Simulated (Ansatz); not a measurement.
Data:

HfN:
```yaml
crystal:
  lattice:
    - [0.00000, 2.27394, 2.27394]
    - [2.27394, 0.00000, 2.27394]
    - [2.27394, 2.27394, 0.00000]
  atoms:
    - { symbol: Hf, position: [0.00000, 0.00000, 0.00000] }
    - { symbol: N, position: [0.50000, 0.50000, 0.50000] }
```

This is the PBE-relaxed structure.

All from PBE in the plane-wave PAW code Ansatz, unless another level is named. Give the electronic character.

metallic (no gap).

Next, the formation energy from the elements (no fitted shifts)?

-1.65 eV/atom.

And the density of states at the Fermi level?

0.31 states/eV per atom (mean over ±0.08 eV).

Space group Fm-3m (rock salt). Symmetry was held in the PBE relaxation. No spin polarisation was allowed. With an odd number of electrons in the cell and no spin polarisation, the count alone makes it a metal. The references are the lowest solids computed at this level, not always the standard phases (solids in place of the gases). Scalar-relativistic: spin–orbit coupling is off unless named, which matters more the heavier the elements.

Potentials: the earlier of the program's two PAW sets.
